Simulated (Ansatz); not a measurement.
Tl (β-Sn type, I4_1/amd) under volume change, DFT-r²SCAN in the program Ansatz with PAW potentials, shape and atoms relaxed at each volume.

```json
[
 {"V (Å³/atom)": "28.750", "E − E(relaxed) (meV/atom)": "27.7", "P (GPa)": "3.45"},
 {"V (Å³/atom)": "29.698", "E − E(relaxed) (meV/atom)": "11.5", "P (GPa)": "2.08"},
 {"V (Å³/atom)": "30.645", "E − E(relaxed) (meV/atom)": "2.7", "P (GPa)": "0.94"},
 {"V (Å³/atom)": "31.593", "E − E(relaxed) (meV/atom)": "0.0", "P (GPa)": "0.00"},
 {"V (Å³/atom)": "32.541", "E − E(relaxed) (meV/atom)": "2.4", "P (GPa)": "-0.78"},
 {"V (Å³/atom)": "33.489", "E − E(relaxed) (meV/atom)": "8.9", "P (GPa)": "-1.42"},
 {"V (Å³/atom)": "34.437", "E − E(relaxed) (meV/atom)": "18.9", "P (GPa)": "-1.95"}
]
```

Q: What does a third-order Birch–Murnaghan fit give for V₀, B₀ and B′?

A: V₀ = 31.59 Å³/atom, B₀ = 28.5 GPa, B′ = 5.3.

A made-up cell: these elements were put on the sites of a structure type; neither database checked (COD, Materials Project) lists it. It is not the phase usual at ambient conditions (space group No. 194). The r²SCAN relaxation kept the symmetry of its start; of distortions, only those at the zone centre were tested. Scalar-relativistic: spin–orbit coupling is off unless named, which matters more the heavier the elements.

Potentials: the later of the program's two PAW sets.
